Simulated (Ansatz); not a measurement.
MoS₂ (3R-MoS2 type, space group R3m)

```
CELL_PARAMETERS angstrom
      1.58761     0.91661     6.19494
     -1.58761     0.91661     6.19494
      0.00000    -1.83321     6.19494
ATOMIC_POSITIONS crystal
  Mo 0.00000 0.00000 0.00000
  S  0.75030 0.75030 0.75030
  S  0.58300 0.58300 0.58300
```

Two coordinates are scanned: the volume, and the ratio of the stretch along z (the conventional c axis) to the stretch across it. Atoms keep their fractional coordinates.

These are r2SCAN+rVV10 (plane waves to 500 eV, PAW, scalar-relativistic; Ansatz, an electronic-structure program) values and carry that method's errors. k mesh 12×12×12 (Γ-centred), Fermi-Dirac smearing 0.05 eV. The energy includes the smearing's −TS. As the atoms are clamped, bonds stretch with the cell, which overstates energies and stresses. As the smearing reaches across the gap at some points, the response to shear is sensitive to the k mesh, so small differences along c/a are uncertain. MoS2 is run without spin polarisation. MoS2 was relaxed with its symmetry unable to fall. This is one of several known forms of MoS2; the measured ambient cells at hand have space group No. 194. The zero of ΔE is the relaxed starting cell.

Estimate the ΔE (kJ/mol of atoms) for all points of the grid V/V₀ = 0.920, 0.947, 0.973, 1.000, 1.027, 1.053, 1.080 by (c/a)/(c/a)₀ = 0.880, 0.920, 0.960, 1.000, 1.040, 1.080, 1.120.

ΔE (kJ/mol of atoms), with V/V₀ across and (c/a)/(c/a)₀ down:

```tsv
(c/a)/(c/a)₀ \ V/V₀	0.920	0.947	0.973	1.000	1.027	1.053	1.080
0.880	17.7	13.7	11.3	10.3	10.5	11.8	13.9
0.920	11.6	7.7	5.4	4.5	4.9	6.2	8.5
0.960	7.7	4.0	1.9	1.1	1.6	3.0	5.4
1.000	6.2	2.6	0.6	0.0	0.6	2.2	4.7
1.040	6.9	3.5	1.6	1.0	1.7	3.4	6.0
1.080	9.7	6.3	4.5	4.1	4.8	6.6	9.2
1.120	14.3	11.0	9.2	8.9	9.6	11.4	14.1
```

(Under strain, the slope of the energy per volume gives the stress and its curvature an elastic modulus.)
